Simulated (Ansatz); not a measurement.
KMgF₃: energy along a strain

KMgF₃, Pm-3m, a = 3.986 Å (as given, not relaxed at this level: 0.3 GPa). The structure is a COD entry; whether it is the stable form wasn't checked. Ansatz: PBEsol, PAW, 420 eV, Γ-centred 6×6×6 mesh on 5 atoms, Gaussian smearing 0.05 eV; no spin polarisation. Cell vectors (Å): 3.986 0.000 0.000; 0.000 3.986 0.000; 0.000 0.000 3.986. The cell is strained by x per cent times the pattern (0 0 0 0 0 1) in the order xx yy zz yz xz xy (engineering shears), with fractional coordinates held. y is the free energy over the start, V0 = 12.665 Å³/atom. Symmetry makes y even in x.

| x (%) | y (meV/atom) |
| --- | --- |
| -2.00 | ? |
| -1.00 | 0.20 |
| 0.00 | 0.00 |
| 0.25 | 0.02 |
| 0.50 | 0.04 |
| 0.75 | 0.11 |
| 1.25 | 0.30 |
| 1.50 | 0.42 |
| 1.75 | 0.57 |

Q: Fit y = c2 x² + c4 x⁴ to the other rows, get the stiffness along the pattern, and predict the missing energy.

A: Least squares on the rows shown. y = 0.1980 x² − 0.004066 x⁴. The clamped-ion stiffness p·C·p = 2 × 1.980 eV × 160.2 / 12.665 Å³ = 50 GPa, which is C66 in these axes (C44 of the cubic crystal) (second derivative at the start, which stands under stress). At x = -2.00 the fit asked for gives 0.73 meV/atom. The run gave 0.74 meV/atom, so the fit is 0.01 meV/atom too low, within twice the rms miss on the fitted rows (0.005 meV/atom).